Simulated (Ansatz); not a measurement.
Input:

NbSiO:
```cif
data_Nb2O2Si2
_chemical_formula_sum 'Nb2 Si2 O2'
_space_group_name_H-M_alt 'P4/nmm :1'
_space_group_IT_number 129
_space_group_name_Hall 'P 4ab 2ab -1ab'
_cell_length_a 3.24573
_cell_length_b 3.24573
_cell_length_c 6.88055
_cell_angle_alpha 90.000
_cell_angle_beta 90.000
_cell_angle_gamma 90.000
loop_
_space_group_symop_operation_xyz
  'x, y, z'
  '-y+1/2, x+1/2, z'
  '-x, -y, z'
  'y+1/2, -x+1/2, z'
  'x+1/2, -y+1/2, -z'
  '-y, -x, -z'
  '-x+1/2, y+1/2, -z'
  'y, x, -z'
  '-x+1/2, -y+1/2, -z'
  'y, -x, -z'
  'x+1/2, y+1/2, -z'
  '-y, x, -z'
  '-x, y, z'
  'y+1/2, x+1/2, z'
  'x, -y, z'
  '-y+1/2, -x+1/2, z'
loop_
_atom_site_label
_atom_site_type_symbol
_atom_site_symmetry_multiplicity
_atom_site_Wyckoff_symbol
_atom_site_fract_x
_atom_site_fract_y
_atom_site_fract_z
_atom_site_occupancy
Nb1 Nb 2 c 0.50000 0.00000 0.29971 1
Si1 Si 2 a 0.00000 0.00000 0.00000 1
O1 O 2 c 0.00000 0.50000 0.38977 1
```

This is the PBEsol-relaxed structure.

**Question.** All from PBEsol (plane waves, PAW; program Ansatz), unless another level is named. Give the electronic character.

**Answer.** metallic (no gap).

**Question.** Next, the density of states at the Fermi level?

**Answer.** 0.71 states/eV per atom (mean over ±0.08 eV).

**Question.** And the formation energy from the elements (no fitted shifts)?

**Answer.** -1.15 eV/atom.

**Question.** Predict the gap with spin–orbit coupling.

**Answer.** none (metallic).

The start of the workflow was typed in or built on a structure type; neither database checked (COD, Materials Project) lists it. Whether it is the stable phase at ambient conditions was not checked. The PBEsol relaxation kept the symmetry of its start; its stability against distortions is not shown here. The workflow began spin-polarised and lost its moments. The references are the lowest solids computed at this level, not always the standard phases (solids in place of the gases). Spin–orbit coupling is left out wherever it is not named.

Potentials: the earlier of the program's two PAW sets. The files were generated under PBE; for other functionals the program regenerates the frozen cores, and for LDA and PBEsol the local potential too.
